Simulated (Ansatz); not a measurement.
SiC (4H polytype), relaxed with r²SCAN (Ansatz, a program for electronic structure, plane waves, PAW): a = 3.0778 Å, b = 3.0778 Å, c = 10.0775 Å, α = 90.00°, β = 90.00°, γ = 120.00°.

```
Item                             Value
-------------------------------  -----
gap (eV)                          2.60
ΔH_f (eV/atom)                   -0.30
B₀ by P(V) fit (GPa)               228
electron conductivity mass (mₑ)   0.34
```

### Question
The same phase is relaxed and computed with PBE in the same code. What are the cell and these values now?

### Answer
a = b = 3.094 Å, c = 10.129 Å, α = β = 90.00°, γ = 120.00°.

gap (eV): 2.22
ΔH_f (eV/atom): -0.20
B₀ by P(V) fit (GPa): 213
electron conductivity mass (mₑ): 0.35

All cells were relaxed under the symmetry of their starts (and spin orders); stability against distortions was not tested throughout.

Potentials: the earlier of the program's two PAW sets.

Ansatz is a plane-wave DFT program.

Formation energies count from the lowest solids of the elements computed at the same level, not from gases.
